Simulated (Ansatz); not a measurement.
TaC (rock salt, space group No. 225) at seven volumes, DFT-PBEsol in the program Ansatz with PAW potentials, scaled uniformly. One row is withheld.

```csv
V (Å³/atom),P (GPa)
9.954,39.55
10.282,24.26
10.610,?
10.938,0.00
11.266,-9.58
11.595,-17.77
11.923,-24.78
```

Problem. Fit the shown pressures and predict the withheld one.

Solution. P = (3/2)B₀(x^(7/2) − x^(5/2))[1 + (3/4)(B′ − 4)(x − 1)] with x = (V₀/V)^(2/3). Least squares on the six rows gives V₀ = 10.938 Å³/atom, B₀ = 344 GPa, B′ = 4.19. At V = 10.610, x = 1.0205 and P = 11.16 GPa. The run itself gave 11.18 GPa.

Space group Fm-3m (rock salt). Symmetry was held in the PBEsol relaxation. No spin polarisation was allowed. Spin–orbit coupling is left out wherever it is not named.

Potentials: the later of the program's two PAW sets.
